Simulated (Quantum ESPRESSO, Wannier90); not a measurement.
Tight-binding from DFT: TlBr (CsCl type)

```
TlBr
1.0
    3.99991     0.00000     0.00000
    0.00000     3.99991     0.00000
    0.00000     0.00000     3.99991
Tl Br
1 1
Cartesian
  0.00000   0.00000   0.00000
  1.99995   1.99995   1.99995
```

Cell from Materials Project (mp-22875), symmetrised, no further relaxation. COD (Crystallography Open Database) has an entry of this formula and space group (matched by these alone). Level: PBE, no spin polarisation, no spin-orbit coupling; pw.x of Quantum ESPRESSO at 49 Ry with PseudoDojo potentials, 8×8×8 k-points, Wannier90. Density: 8×8×8 mesh, cold smearing 0.01 Ry. Spin-orbit coupling is left out although heavy elements are present.

Base run: 8 functions from bands 1,7-20 of the 20 computed, start hydrogen-like Tl: s;p; Br: s;p, frozen window up to 3.40 eV relative to the valence-band maximum, outer window open. Bands 2–6 (Tl 5d 100 %) lie between the kept ones and are excluded. One setting was then changed (edges relative to the valence-band maximum; misfit to pw.x on a path, for states up to 2.9 eV relative to the valence-band maximum).

```
run      Ω_I (Å²)  rms misfit (meV)  worst (meV)
-------  --------  ----------------  -----------
base        11.56               3.4           37
changed     13.49               2.1           16
```

### Question
Which change was made?
A) only the lowest 10 of the kept bands
B) no frozen window
C) frozen window to 0.40 eV
D) frozen window to 2.90 eV

### Answer
A, only the lowest 10 of the kept bands. The others give:

```json
[
 {"run": "frozen window to 0.40 eV", "Ω_I (Å²)": "11.17", "rms misfit (meV)": "47", "worst (meV)": "267"},
 {"run": "frozen window to 2.90 eV", "Ω_I (Å²)": "11.43", "rms misfit (meV)": "5.1", "worst (meV)": "39"},
 {"run": "no frozen window", "Ω_I (Å²)": "10.56", "rms misfit (meV)": "217", "worst (meV)": "692"}
]
```
